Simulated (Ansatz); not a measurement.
# BiTe: field gradients at two levels of theory

Cell: a structure deposited in the COD, its atoms then relaxed with PBE in this cell.

Space group P-3m1 (No. 164); a = 4.4220, c = 24.0500 Å, γ = 120.00°.

| site | Wyckoff | site symmetry | x | y | z |
| --- | --- | --- | --- | --- | --- |
| Bi1 | 2c | 3m. | 0.0000 | 0.0000 | 0.1248 |
| Bi3 | 2d | 3m. | 0.3333 | 0.6667 | 0.2916 |
| Bi5 | 2d | 3m. | 0.6667 | 0.3333 | 0.4650 |
| Te7 | 2d | 3m. | 0.3333 | 0.6667 | 0.0536 |
| Te9 | 2d | 3m. | 0.6667 | 0.3333 | 0.2087 |
| Te11 | 2c | 3m. | 0.0000 | 0.0000 | 0.3636 |

One atom of each set is listed.

First run. Computed with Ansatz: DFT, PBE, plane waves and PAW, scalar-relativistic, 420 eV cutoff, Γ-centred 11×11×2 k-points, Fermi–Dirac smearing 0.05 eV.

```tsv
site	V_zz (10²¹ V/m²)	η
Bi1	0.77	0.00
Bi3	2.62	0.00
Bi5	6.26	0.00
Te7	-1.35	0.00
Te9	8.10	0.00
Te11	0.40	0.00
```

Second run. The same atoms and settings, except that the functional is LDA.

(1) Given the first result, estimate the second.

Results:

(1) 

| site | V_zz | η | change of V_zz |
| --- | --- | --- | --- |
| Bi1 | 0.88 | 0.00 | +0.11 |
| Bi3 | 2.64 | 0.00 | +0.02 |
| Bi5 | 6.82 | 0.00 | +0.56 |
| Te7 | -1.10 | 0.00 | +0.25 |
| Te9 | 8.00 | 0.00 | -0.10 |
| Te11 | 0.53 | 0.00 | +0.13 |

The largest change of V_zz is on Bi5, from 6.26 to 6.82. In per cent, |V_zz| changes by +1 to +14 on Bi, -18 to -1 on Te (all sites that start above 0.5).

Spin–orbit coupling is left out, which shifts gradients on Bi by a few per cent in wide-gap crystals, and can shift them far more where the calculated gap is small or absent, as here. With a gap of 0.16 eV under a smearing of 0.05 eV the band edges are partly filled, so small gradients can hang on the smearing and the k-mesh.
